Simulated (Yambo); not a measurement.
One stored BSE kernel of dimension 2160 for HfS2 (CdI2 type, space group P-3m1, No. 164) (Yambo, LDA bands; 6×6×4 mesh, 5 valence and 3 conduction bands, static screening with 36 bands and a 4 Ry block, scissor 1.41 eV, Tamm-Dancoff; broadening 0.15 eV; field along x), solved in several ways.

| solver | iterations | largest change of Im ε (% of its maximum) | rough time |
|---|---|---|---|
| Haydock, threshold 2 % | 5 | 49 | within a factor of two |
| Haydock, threshold 0.5 % | 12 | 8.4 | within a factor of two |
| Haydock, threshold 0.1 % | 27 | 2.1 | within a factor of two |
| Haydock, threshold 0.005 % | 51 | 0.1 | 1 |
| SLEPc, lowest 10 states | – | no full spectrum | within a factor of two |
| SLEPc, lowest 60 states | – | no full spectrum | within a factor of two |
| full diagonalisation | – | reference | about 20× |

Haydock gives the spectrum without eigenstates, SLEPc the lowest states alone, full diagonalisation everything at a cost that grows as the cube of the dimension. Times include reading the kernel. Times are rough ratios from shared machines. Mesh and scissor weren't tested; the rows compare only with each other.

Spin-orbit coupling is not included.

Geometry of the Materials Project entry, not relaxed at this level; primitive cell a = b = 3.6397 Å, c = 6.0556 Å, α = β = 90.00°, γ = 120.00°.

The distance between layers or molecules is the database entry's, not relaxed here. Functionals without dispersion can leave it too large, which widens gaps and weakens the response across layers: the numbers belong to this cell.
